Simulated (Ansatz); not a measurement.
CsBr (CsCl type, Pm-3m), plane-wave PAW r²SCAN (Ansatz code). The conduction-band minimum lies at Γ, with 1 equivalent valley. Second derivatives d²E/dk² of the lowest band at one valley (eV·Å²), along Cartesian directions:

```tsv
direction	d²E/dk²
[100]	23.86
[010]	23.86
[001]	23.86
[110]	23.85
[101]	23.85
[011]	23.85
```

Question: Find the principal effective masses, the density-of-states mass and the conductivity mass.

Answer: Off-diagonal terms follow from H_xy = H[110] − (H_xx + H_yy)/2, and m*/mₑ = 7.620 eV·Å² over each eigenvalue: 0.32, 0.32, 0.32. One valley's DOS mass (m₁m₂m₃)^(1/3) = 0.32, conductivity mass 3/(Σ 1/mᵢ) = 0.32 mₑ.

Question: What effective density of states Nc follows at 300 K for parabolic valleys?

Answer: Nc = 2.509e19 × 1 × (0.32)^(3/2) ≈ 4.5e18 cm⁻³.

The cell was relaxed with r²SCAN under the symmetry of its start. Scalar-relativistic: spin–orbit coupling is off unless named, which matters more the heavier the elements.

Potentials: the later of the program's two PAW sets.

Edges and masses are those of Kohn–Sham bands, whose gap is no quasiparticle gap.
